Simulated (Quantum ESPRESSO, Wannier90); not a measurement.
**Tight-binding from DFT: TlCl (CsCl type)**

```
begin unit_cell_cart
ang
    3.8374700000    0.0000000000    0.0000000000
    0.0000000000    3.8374700000    0.0000000000
    0.0000000000    0.0000000000    3.8374700000
end unit_cell_cart
begin atoms_frac
Tl   0.0000000000  0.0000000000  0.0000000000
Cl   0.5000000000  0.5000000000  0.5000000000
end atoms_frac
```

Cell from Materials Project (mp-23167), symmetrised, no further relaxation. COD (Crystallography Open Database) has an entry of this formula and space group (matched by these alone). Method: LDA plane waves in Quantum ESPRESSO 7.5 (PseudoDojo norm-conserving files, 50 Ry, no spin polarisation, no spin-orbit coupling), Bloch states on a 8×8×8 mesh through Γ, Wannier90 4.0.1. Density: 8×8×8 mesh, cold smearing 0.01 Ry. Spin-orbit coupling is left out although heavy elements are present.

Band 1 is isolated and gives one Wannier function a cell (Cl2 3s 90 %, Tl1 6p 8 %; spread 0.93 Å²). Its on-site energy is ε = -13.356 eV relative to the valence-band maximum, and its hoppings t(R) = t(−R) to the nearer images are (images within this range that aren't listed have |t| under 5 meV):

| R (lattice vectors; −R alike) | distance (Å) | t (eV) |
|---|---|---|
| 0 0 1 | 3.84 | -0.043 |
| 0 1 0 | 3.84 | -0.043 |
| 1 0 0 | 3.84 | -0.043 |

### Question
Work out the band energy at Γ, X, M, R from these numbers.

### Answer
For one orbital E(k) = ε + Σ_R 2 t(R) cos(2π k·R), the sum over the listed R.
- Γ, k = (0.000, 0.000, 0.000): E = -13.356 + (-0.043)·(6.00) = -13.61 eV; pw.x: -13.66 eV
- X, k = (0.000, 0.500, 0.000): E = -13.356 + (-0.043)·(2.00) = -13.44 eV; pw.x: -13.40 eV
- M, k = (0.500, 0.500, 0.000): E = -13.356 + (-0.043)·(-2.00) = -13.27 eV; pw.x: -13.29 eV
- R, k = (0.500, 0.500, 0.500): E = -13.356 + (-0.043)·(-6.00) = -13.10 eV; pw.x: -13.09 eV

At these points the listed shells miss the plane-wave band by up to 0.05 eV, of a width of 0.57 eV on the path. With all its hoppings the model misses the band by 0.0 meV at worst on the whole path, so most of the miss comes from the hoppings not listed.
